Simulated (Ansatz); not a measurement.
Profile along the Ti–Ti line in TiAl (CuAu type, space group P4/mmm)

TiAl (CuAu type, space group P4/mmm)

```yaml
crystal:
  lattice:
    - [2.79703, 0.00000, 0.00000]
    - [0.00000, 2.79703, 0.00000]
    - [0.00000, 0.00000, 4.03197]
  atoms:
    - { symbol: Al, position: [0.50000, 0.50000, 0.50000] }
    - { symbol: Ti, position: [0.00000, 0.00000, 0.00000] }
```

Fields along a shortest Ti–Ti line of a (010) plane (2.80 Å), from Ti to Ti, interpolated on the slice's grid (step about 0.1 Å). Level of theory: PBEsol (plane waves to 420 eV, PAW, scalar-relativistic; Ansatz, a program for electronic structure). k mesh 17×17×12. Near the nuclei the fields are pseudised (PAW); where an atom keeps semicore shells as valence, they peak there. The PAW data are Ansatz's earlier set. TiAl is run without spin polarisation. TiAl was relaxed with its symmetry unable to fall.

| distance from Ti (Å) | valence electron density (e/Å³) | electron localisation function |
|---|---|---|
| 0.00 | 12.20 | x |
| 0.28 | 9.79 | x |
| 0.56 | 4.25 | 0.75 |
| 0.84 | 0.92 | 0.45 |
| 1.12 | 0.31 | 0.20 |
| 1.40 | 0.24 | 0.30 |
| 1.68 | 0.31 | 0.20 |
| 1.96 | 0.92 | 0.45 |
| 2.24 | 4.25 | 0.75 |
| 2.52 | 9.79 | x |
| 2.80 | 12.20 | x |

x: too close to a nucleus for the ELF to mean much.

Density on the Ti–Ti line (2.80 Å) at its midpoint: 0.24 e/Å³. ELF at that point: 0.30.
